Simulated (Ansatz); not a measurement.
A relaxation computed with Ansatz, from input to last step.

```yaml
crystal:
  lattice:
    - [2.6149596876, 0.0, 0.0]
    - [0.0, 2.6149596876, 0.0]
    - [0.0, 0.0, 3.6093826726]
  atoms:
    - { symbol: Fe, position: [0.0, 0.0, 0.0], spin: 3.28 }
    - { symbol: Pt, position: [0.5, 0.5, 0.5], spin: 0.42 }
basis:
  ecutwfc: 420
kpoints:
  mp_grid: { grid: [16, 16, 12] }
hamiltonian:
  xc: pbe
scf:
  occupations: { method: gaussian, width: 0.1 }
output:
  forces: true
  stress: true
  eigenvalues: true
  populations: true
magnetization:
  spin_polarized: true
relax:
  adjacent_minimum: "off"
  f_tol: 0.01
  max_steps: 30
  cell: { stress_tol: 0.1, fix: [volume] }
```

```bash
ansatz run input.yaml --threads 1 --pin off --max-ram 2560MiB --backend cpu --events-out ev --progress --plain --runs-dir out
```

Theory: DFT PBE, scalar-relativistic, plane waves, PAW in Ansatz.

The volume is held at 0.88 times that of the relaxed cell.

Of 3 frames 3 are shown, positions in Å and forces in eV/Å; the SCF threshold varies from step to step. Steps run on the plane waves of an earlier cell, with a Pulay correction in the pressure. The basis is chosen afresh for the last frame, the zero of the energies, and at times for earlier ones too; energy and pressure step there, also at an unchanged geometry.

```xyz
2
Lattice="2.6150 0.0000 0.0000 0.0000 2.6150 0.0000 0.0000 0.0000 3.6094" Properties=species:S:1:pos:R:3:forces:R:3 pbc="T T T" step=1 free_energy_over_end_meV_per_atom=0.01 pressure_GPa=35.45
Fe    0.0000    0.0000    0.0000    0.0000    0.0000    0.0000
Pt    1.3075    1.3075    1.8047    0.0000    0.0000    0.0000
2
Lattice="2.6162 0.0000 0.0000 0.0000 2.6162 0.0000 0.0000 0.0000 3.6059" Properties=species:S:1:pos:R:3:forces:R:3 pbc="T T T" step=2 free_energy_over_end_meV_per_atom=0.00 pressure_GPa=35.44
Fe    0.0000    0.0000    0.0000    0.0000    0.0000    0.0000
Pt    1.3081    1.3081    1.8029    0.0000    0.0000    0.0000
2
Lattice="2.6162 0.0000 0.0000 0.0000 2.6162 0.0000 0.0000 0.0000 3.6059" Properties=species:S:1:pos:R:3:forces:R:3 pbc="T T T" step=3 free_energy_over_end_meV_per_atom=0.00 pressure_GPa=35.44
Fe    0.0000    0.0000    0.0000    0.0000    0.0000    0.0000
Pt    1.3081    1.3081    1.8029    0.0000    0.0000    0.0000
```

It took 66 s on 1 thread of Arm Neoverse V2, with other jobs on the host, peak memory 0.56 GiB.

Spin-orbit coupling is left out, which matters for the bands of heavy elements. Only parallel moments were tried here.